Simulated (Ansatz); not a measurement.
SiMo₂C:
```
CELL_PARAMETERS angstrom
      3.10633     0.00000     0.00000
     -1.55316     2.69016     0.00000
      0.00000     0.00000    12.26109
ATOMIC_POSITIONS crystal
  Si 0.66667 0.33333 0.25000
  Si 0.33333 0.66667 0.75000
  Mo 0.66667 0.33333 0.90653
  Mo 0.33333 0.66667 0.09347
  Mo 0.33333 0.66667 0.40653
  Mo 0.66667 0.33333 0.59347
  C  0.00000 0.00000 0.00000
  C  0.00000 0.00000 0.50000
```

Relaxed with r²SCAN. Special points in fractions of this cell's reciprocal vectors: Γ (0.000, 0.000, 0.000); M (0.500, 0.000, 0.000); K (0.333, 0.333, 0.000); A (0.000, 0.000, 0.500); L (0.500, 0.000, 0.500); H (0.333, 0.333, 0.500).

List the band energies nearest the Fermi level at these points for the program Ansatz at the r²SCAN level (PAW).

In eV from the Fermi level; about four levels below and three above (degenerate sets whole), none deeper than 8.9 eV; points with the same levels are listed once.

```tsv
k	below	above
Γ	-1.16 -1.16 -0.73 -0.73	0.41 0.41 0.77 0.77
M	-4.52 -3.56 -3.36 -1.14	0.19 0.38 0.45
K	-2.87 -1.43 -0.55 -0.55	0.32 0.32 0.96
A	-0.97 -0.97 -0.97 -0.97	0.60 0.60 0.60 0.60
L	-3.45 -3.45 -0.70 -0.70	0.67 0.67 0.93 0.93
H	-2.20 -2.20 -0.65 -0.65	0.71 0.71 0.90 0.90
```

Space group P6_3/mmc. The start of the workflow was typed in or built on a structure type; neither database checked (COD, Materials Project) lists it. Its standing as an ambient phase is unchecked. The cell was relaxed with r²SCAN under the symmetry of its start; its stability against distortions is not shown here. No spin polarisation was allowed. Scalar-relativistic: spin–orbit coupling is off unless named, which matters more the heavier the elements.

Potentials: the earlier of the program's two PAW sets.
